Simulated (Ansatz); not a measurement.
## RbSi2 under compression: one row to predict

The cell was found from a structure generator's guess, not taken from experiment.

Theory: DFT PBE, scalar-relativistic, plane waves, PAW in Ansatz. Cutoff 420 eV, Γ-centred 12×12×8 mesh (3-atom cell), Gaussian smearing of 0.10 eV, no spin polarisation.

```cif
data_structure
_symmetry_space_group_name_H-M 'P-3m1'
_symmetry_Int_Tables_number 164
_cell_length_a 3.9717
_cell_length_b 3.9717
_cell_length_c 6.0474
_cell_angle_alpha 90.000
_cell_angle_beta 90.000
_cell_angle_gamma 120.000
_cell_volume 82.61
loop_
_atom_site_label
_atom_site_type_symbol
_atom_site_symmetry_multiplicity
_atom_site_Wyckoff_symbol
_atom_site_fract_x
_atom_site_fract_y
_atom_site_fract_z
_atom_site_occupancy
Rb1 Rb 1 a 0.00000 0.00000 0.00000 1
Si1 Si 2 d 0.33333 0.66667 0.44893 1
```

The cell was set to several volumes, with shape and atoms relaxed at each where symmetry leaves them free. Pressure is positive in compression, and energies count from the lowest row. No row has a gap on its mesh.

| row | V (Å³/atom) | P (GPa) | ΔE (meV/atom) |
| --- | --- | --- | --- |
| 1 | 24.233 | 5.89 | 54.4 |
| 2 | 25.059 | ? | ? |
| 3 | 25.885 | 2.48 | 12.2 |
| 4 | 26.711 | 1.15 | 2.9 |
| 5 | 27.538 | -0.01 | 0.0 |
| 6 | 28.364 | -0.96 | 2.5 |
| 7 | 29.190 | -1.78 | 9.6 |
| 8 | 30.291 | -2.67 | 25.1 |

Task: Find B = −V·ΔP/ΔV from rows 4 and 6 and from rows 1 and 3, and from the two its slope B′ and its value B0 at zero pressure.

Result: Rows 4 and 6 give −(26.711 + 28.364)/2 × (-0.96 − (1.15))/(28.364 − 26.711) = 35.2 GPa at a mean pressure of 0.09 GPa. Rows 1 and 3 give −(24.233 + 25.885)/2 × (2.48 − (5.89))/(25.885 − 24.233) = 51.7 GPa at a mean pressure of 4.18 GPa. So B′ = (51.7 − 35.2)/(4.18 − (0.09)) = 4.03 and B0 = 35.2 − 4.03 × (0.09) = 34.8 GPa. A third-order Birch–Murnaghan fit to all the energies gives B0 = 34.8 GPa and B′ = 4.3.

Task: Estimate the pressure and energy of row 2.

Result: From row 5, V0 = 27.538 × (1 + (-0.01)/34.8) = 27.530 Å³/atom. Murnaghan's form P = (B0/B′)·[(V0/V)^B′ − 1] gives (34.8/4.03) × [(27.530/25.059)^4.03 − 1] = 3.98 GPa; the computed pressure is 4.05 GPa, so the estimate is off by -0.07 GPa. The work of compression from row 3, with the mean of the two pressures, gives ΔE = 12.2 + (3.98 + 2.48)/2 × (25.885 − 25.059)/160.2 × 1000 = 28.9 meV/atom (1 eV/Å³ = 160.2 GPa); the computed value is 28.9 meV/atom.

The cell is a metal run without spin; a magnetic state may lie lower. All volumes keep the k mesh of the relaxed cell. Symmetry constrained the relaxation, so the result can be a saddle point.
